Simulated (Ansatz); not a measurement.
Input file for Ansatz (a quantum-chemistry and plane-wave program):

Ansatz 0.2 input:
```yaml
crystal:
  lattice:
    - [0.0, 2.9811763507, 2.9811763507]
    - [2.9811763507, 0.0, 2.9811763507]
    - [2.9811763507, 2.9811763507, 0.0]
  atoms:
    - { symbol: Pb, position: [0.0, 0.0, 0.0] }
    - { symbol: F, position: [0.25, 0.25, 0.25] }
    - { symbol: F, position: [0.75, 0.75, 0.75] }
kpoints:
  mp_grid: { grid: [8, 8, 8] }
basis: { xc_grid: 2 }
hamiltonian:
  xc: pbe
  dispersion: d3bj
  pseudopotentials: { kind: paw }
scf:
  occupations: { method: fixed }
checkpoint: { read: static.run }
output: { bader: true, populations: true }
```

Output (shortened):

```
Pseudopotentials: kind: paw
Pseudopotential: Pb, paw, valence charge 14
Pseudopotential: F, paw, valence charge 7
Functional definition: PBE
Crystal: 3 atoms, lattice volume = 52.990 Å³
Basis set: ecut = 420 eV, 1037 PW (Γ), exchange–correlation on 60×60×60 points (8 copies of the dense FFT grid, shifted against one another)
Bands: 18, of which v1, the nominal top of the filled ones, is band 14 counted from 1 (13 counted from 0)
Symmetry: 48 space group operations
Space group: Fm-3m (ITA 225), of the structure as read, at distance tolerance 3.8e-5 Å
k-points: 29 of 512
Initial density: read from a saved state, or passed on in memory by an earlier SCF of this step, an earlier step, the calling program or the single point that …
Stability of the state it starts from, as read at its close in the unpolarized treatment …
Initial wavefunctions: pseudopotential atomic-orbital guess
Eigensolver: davidson
Functional: x = pbe(κ = 0.804, μ = 0.2195149727645171), c = pbe(β = 0.06672455060314922)
iter 1 solved again at ethr=3.44e-8 eV; its pass at ethr=3.10e-3 eV (dr2=9.64e-6 eV) is discarded
SCF iter   1: F=—  HF=-13525.160108 eV  |F-HF|=—  |Δ(HF+E_count)|=         —  Δρ=5.77e-7  dr2=6.31e-11  ethr=3.44e-8  ⟨swp⟩=3.1  Hψ=3711  notcnv=0  defer=49
all-band conjugate gradients solve this SCF's bands
preconditioner: auto → none
SCF iter   2: F=-13525.160108 eV  HF=-13525.160108 eV  |F-HF|=1.82e-12  |Δ(HF+E_count)|=   8.74e-9  Δρ=1.46e-7  dr2=5.23e-12  ethr=1.00e-12  ⟨swp⟩=8.4  Hψ=2431  notcnv=0
SCF 1 converged in 2 iterations: F = -13525.160108 eV  dr2 = 5.23e-12
SCF converged after 2 iterations
Free energy (F): -13525.160108 eV
Harris-Foulkes:  -13525.160108 eV  (|F-HF|=1.82e-12)
Internal energy: -13525.160108 eV  (E = F + TS)
E sigma→0 (E₀):  -13525.160108 eV
Fermi energy:    4.758897 eV
--- Per-component energies (eV) ---
  E_band       = -128.488316
  E_kinetic    = 698.024599
  E_local      = -2273.300462  (includes V_loc(G=0)·N_el)
  E_nonlocal   = 496.931197
  E_hartree    = 873.233127
  E_xc         = -381.645252
  E_vxc        = -338.132367  (∫ρ·V_xc dr)
  E_paw        = -10801.680295  (= ΣΔE_a)
  E_vpaw       = -458.481741  (= ΣTr[D̂ρ^β])
  E_aug_tail   = 0.004123  (compensation charges beyond the density's cutoff)
  E_ewald      = -2136.274503
  E_disp       = -0.452643  (pairwise vdW)
  E_smearing   =  0.000000  (= −TS)
  E_closure    =  0.000000  (closes the sum)
  Σ components = -13525.160108   (vs F -13525.160108, Δ=0.00e0)
  [band-id]    e_kinetic+e_local+e_nonlocal+2·e_hartree+e_vxc+e_vpaw+e_augmentation_tail = -128.488397   (vs E_band -128.488316, Δ=-8.13e-5)
--- Band table (eV; the first three rows and the last of 29) ---
  k-point 0: bands = ["-16.2013", "-15.6139", "-9.6658", "-9.6658", "-9.6658", "-9.6154", "-9.6154", "0.1285", "2.3908", "2.3908", "2.3908", "2.8825", "2.8825", "2.8825", "11.5170", "11.5170", "11.5170", "15.3585"]
  k-point 1: bands = ["-16.1729", "-15.6396", "-9.6601", "-9.6601", "-9.6361", "-9.6152", "-9.6152", "-0.1148", "2.2680", "2.3623", "2.3623", "2.8577", "2.8577", "3.2703", "10.9931", "11.6394", "11.6394", "16.2463"]
  k-point 2: bands = ["-16.0981", "-15.7064", "-9.6515", "-9.6515", "-9.6096", "-9.6096", "-9.5663", "-0.5760", "2.0912", "2.2936", "2.2936", "2.7978", "2.7978", "3.9542", "10.2748", "11.9388", "11.9388", "17.5502"]
  k-point 28: bands = ["-15.8861", "-15.8861", "-9.6341", "-9.6061", "-9.5848", "-9.5204", "-9.5204", "-1.5078", "1.1806", "2.1973", "2.1973", "3.2343", "3.3501", "4.7589", "10.7916", "10.7916", "12.2153", "14.9244"]
  band table: 18 of 18 bands, residual norms ≤ 1.0e-3 eV
--- Löwdin populations: 3 sites ---
  site symbol       q [e]
     0     Pb     12.8384
     1      F      7.5417
     2      F      7.5417
  spilling = 0.002792 (of n_electrons = 28.000000)
--- Bader charges: 3 sites ---
  site symbol  charge [e]  shift [e]
     0     Pb      1.5780     0.0000
     1      F     -0.7890     0.0000
     2      F     -0.7890     0.0000
  shift: an alarm, by how much a part of what the PAW files miss would move the charge. Where it is large, compare
  with a run on PAW files of another source; a small one proves nothing
  estimated error of the sums over rays = 1.2e-4 e
```

Cost: roughly 25 core-seconds on shared cores.

The cell was relaxed with PBE+D3(BJ) under the symmetry of its start; phonons on a q-mesh show no instability. Spin–orbit coupling is left out wherever it is not named.

Potentials: the later of the program's two PAW sets.

Ansatz is a plane-wave DFT program.
